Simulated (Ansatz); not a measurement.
**Property card for ZnCdS$_{2}$**

ZnCdS₂:
```
CELL_PARAMETERS angstrom
      3.88306     0.00000     0.00000
      0.00000     3.88306     0.00000
      0.00000     0.00000     5.58922
ATOMIC_POSITIONS crystal
  Zn 0.00000 0.00000 0.50000
  Cd 0.50000 0.50000 0.00000
  S  0.50000 0.00000 0.27556
  S  0.00000 0.50000 0.72444
```

Space group P-4m2 (No. 115); conventional cell a = 3.883 Å, b = 3.883 Å, c = 5.589 Å, α = 90.00°, β = 90.00°, γ = 90.00°.

Method: DFT-LDA in the program Ansatz with PAW potentials. Geometry: relaxed at this level of theory. Other levels are named where they apply.

Cell and energy:

```
Quantity                                                       Value
-----------------------------------------------------  -------------
Volume per atom                                             21.07 Å³
Density                                                   4.77 g/cm³
Formation energy from the elements (no fitted shifts)  -0.72 eV/atom
```

Electronic structure:

```
Quantity                                                                       Value
--------------------------------------------  --------------------------------------
Band gap                                                            1.36 eV (direct)
Valence-band maximum                                                            at Γ
Conduction-band minimum                                                         at Γ
Electron effective mass                       0.13, 0.13, 0.15 mₑ (principal values)
Hole effective mass, band 1 of 2 at the edge          3.3 along x, 0.68 along z (mₑ)
Hole effective mass, band 2 of 2 at the edge         0.12 along x, 0.68 along z (mₑ)
```

Mechanics:

```
Quantity                                                                                                                   Result
-----------------------------------------------------------  --------------------------------------------------------------------
Bulk modulus (Birch–Murnaghan fit)                                                                                       76.2 GPa
Pressure derivative B′                                                                                                        4.5
Elastic constants (relaxed ions, GPa)                        C11 = 118, C12 = 42.6, C13 = 66.7, C33 = 101, C44 = 36.5, C66 = 15.0
Mechanical stability                                                                       stable (all eigenvalues of C positive)
Hill bulk and shear moduli                                                                                      76.4 and 25.9 GPa
Young's modulus                                                                                                          69.9 GPa
Poisson's ratio                                                                                                              0.35
Debye temperature from the elastic constants                                                                                283 K
Piezoelectric stress constants (proper, relaxed ions, C/m²)                      e15 = -0.25, e24 = 0.25, e31 = -0.21, e32 = 0.21
```

Dielectric response:

```
Property                                                                         Result
--------------------------------------------------------  -----------------------------
Electronic dielectric constant ε∞ (DFPT)                      6.39 (xx = yy), 6.47 (zz)
Static dielectric constant ε0 (ions relaxed, cell fixed)      9.48 (xx = yy), 9.25 (zz)
Born charges (a third of the trace)                       Zn +1.98, Cd +2.08, S -2.03 e
Largest static χ(2) component                                                   26 pm/V
```

Phonons:

```
Property                                                            Result
--------------------------------------------------  ----------------------
Highest zone-centre frequency (without LO–TO term)               316 cm^-1
Zone-centre stability                               no imaginary mode at Γ
```

The first step of the workflow began from a Materials Project structure, measured or hypothetical; the Crystallography Open Database copy checked does not list it. Whether it is the stable phase at ambient conditions was not checked. Symmetry was held in the LDA relaxation. Signs of piezoelectric constants follow the polarity of the cell as given. The references are the lowest solids computed at this level, not always the standard phases. Spin–orbit coupling is left out wherever it is not named.

Potentials: the later of the program's two PAW sets.
